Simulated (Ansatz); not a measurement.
# Structure search: one InSb₂As₃ candidate

Method: DFT PBE, scalar-relativistic, plane waves, PAW in Ansatz. Cutoff 420 eV, Gaussian smearing, Γ-centred meshes. Cell and atoms relax first on a coarse mesh and then on a finer one. In between, the cell is made exact in the group found at 0.06 Å. In metals the finer mesh still leaves noise of several meV/atom or more. The steps can't lower the symmetry of their start. No spin polarisation.

The guess for InSb₂As₃ was made by a generator: random cell by space group and Wyckoff sites (P4/mmm, No. 123). Its size is a rough estimate.

```
In Sb As
1.0
     4.85367    0.00000    0.00000
     0.00000    4.85367    0.00000
     0.00000    0.00000    7.29611
In Sb As
1 2 3
Direct
  0.00000 0.00000 0.00000
  0.00000 0.00000 0.27280
  0.00000 0.00000 0.72720
  0.50000 0.00000 0.50000
  0.00000 0.50000 0.50000
  0.50000 0.50000 0.00000
```

Energies over the elements count from the elements' standard structures at the same level, with no fitted energy shifts.

Q: What does it relax into?

A: The symmetry stays P4/mmm (No. 123). The volume per atom shrinks by 3.2 %, from 28.6 to 27.7 Å³. The shortest distance goes from 1.99 Å (In–Sb) to 2.80 Å (In–As and As–As). The ratio c/a of the conventional cell changes by a factor of 1.78. The energy falls by about 2.2 eV/atom (the start's value is from the coarse mesh). Conventional cell: a = 3.962 Å, c = 10.596 Å. Around In lie 4 As at 2.80 Å and 2 Sb at 3.05 Å; Sb is surrounded by 4 As at 3.00 Å and 1 In at 3.05 Å; around As on a site of symmetry mmm lie 4 As at 2.80 Å and 4 Sb at 3.00 Å; As on a site of symmetry 4/mmm has 4 In at 2.80 Å.

```cif
data_structure
_symmetry_space_group_name_H-M 'P4/mmm'
_symmetry_Int_Tables_number 123
_cell_length_a 3.9620
_cell_length_b 3.9620
_cell_length_c 10.5956
_cell_angle_alpha 90.000
_cell_angle_beta 90.000
_cell_angle_gamma 90.000
_cell_volume 166.33
loop_
_atom_site_label
_atom_site_type_symbol
_atom_site_symmetry_multiplicity
_atom_site_Wyckoff_symbol
_atom_site_fract_x
_atom_site_fract_y
_atom_site_fract_z
_atom_site_occupancy
In1 In 1 a 0.00000 0.00000 0.00000 1
Sb1 Sb 2 g 0.00000 0.00000 0.28739 1
As1 As 2 e 0.50000 0.00000 0.50000 1
As2 As 1 c 0.50000 0.50000 0.00000 1
```

Q: How does it come out in energy, and is it a metal?

A: The formation energy is +0.36 eV/atom and the gap on the 10×10×4 mesh of the 6-atom cell is 0 eV (a metal).

The separate elements lie lower, so it is unstable against them.

The last run used Gaussian smearing of 0.10 eV. Spin–orbit coupling, which can matter for Sb, is left out. The reference form of As is held partly by dispersion forces, which this level lacks. A structure relaxed within its symmetry needn't be a true minimum. In all, the 3 runs took 6.6 min on 1 thread of Arm Neoverse V2, on a shared host. Another cell of InSb2As3 relaxed alike, in P4mm, lies 116 meV/atom lower, so this cell isn't the stable form at this level.
